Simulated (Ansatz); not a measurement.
CaI₂:
```yaml
crystal:
  lattice:
    - [4.48979, 0.00000, 0.00000]
    - [-2.24490, 3.88828, 0.00000]
    - [0.00000, 0.00000, 7.05712]
  atoms:
    - { symbol: Ca, position: [0.00000, 0.00000, 0.00000] }
    - { symbol: I, position: [0.33333, 0.66667, 0.25021] }
    - { symbol: I, position: [0.66667, 0.33333, 0.74979] }
```

Relaxed with r²SCAN+D4. Special points in fractions of this cell's reciprocal vectors: Γ (0.000, 0.000, 0.000); M (0.500, 0.000, 0.000); K (0.333, 0.333, 0.000); A (0.000, 0.000, 0.500); L (0.500, 0.000, 0.500); H (0.333, 0.333, 0.500).

Question: List the band energies nearest the valence-band maximum at these points for r²SCAN+D4 with spin–orbit coupling in the plane-wave PAW code Ansatz.

Answer: In eV from the valence-band maximum; about four levels below and three above (degenerate sets whole), none deeper than 8.9 eV; points with the same levels are listed once.

```
k                    below                          above
-  -----------------------  -----------------------------
Γ    -0.16 -0.16 0.00 0.00  4.60 4.60 4.66 4.66 4.66 4.66
M  -1.18 -1.18 -0.91 -0.91            3.73 3.73 5.51 5.51
K  -1.34 -1.34 -1.19 -1.19            4.78 4.78 5.14 5.14
A  -0.73 -0.73 -0.28 -0.28            4.60 4.60 4.61 4.61
L  -0.99 -0.99 -0.75 -0.75            3.87 3.87 5.54 5.54
H  -1.02 -1.02 -0.85 -0.85            5.02 5.02 5.06 5.06
```

Space group P-3m1 (CdI2 type). The workflow started from a Materials Project entry (that database holds measured and hypothetical structures alike); the Crystallography Open Database files this formula in space group No. 164, but the cells were not matched. Whether it is the stable phase at ambient conditions was not checked. The cell was relaxed with r²SCAN+D4 under the symmetry of its start; its stability against distortions is not shown here.

Potentials: the later of the program's two PAW sets.
